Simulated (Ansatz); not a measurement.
Structures of NiO2: which is lowest?

Plane-wave DFT in Ansatz with scalar-relativistic PAW potentials, cutoff 420 eV, Γ-centred meshes chosen by cell and gap, Gaussian smearing with energies taken to zero width. Every cell was relaxed (cell and atoms) in a run of its own, within the symmetry of its start. Functional: LDA.

Relaxed structures (starts from databases or built by putting these elements on another compound's sites):
A. R-3m, 3 atoms in the computed cell, a = 2.758 Å, c = 14.147 Å; sites (symmetry × multiplicity) Ni -3m × 3, O 3m × 6; start: database
B. P-3m1, 3 atoms in the computed cell, a = 2.763 Å, c = 4.206 Å; sites (symmetry × multiplicity) Ni -3m. × 1, O 3m. × 2; start: database

Rank them by energy. Could pressure change the order?

| structure | group | E − E(lowest) (meV/atom) | V (Å³/atom) | gap on mesh (eV) |
| --- | --- | --- | --- | --- |
| B | P-3m1 | 0.0 | 9.27 | 0.77 |
| A | R-3m | 12.1 | 10.35 | 0.91 |

B is lowest, 12 meV/atom under A. The lowest is also the densest of these, so pressure wouldn't bring one of the others in at first order. Other structures may lie lower than all of these, and vibrations aren't counted.

Each cell of NiO2 holds layers, and where no dispersion correction was added their binding is poorly described.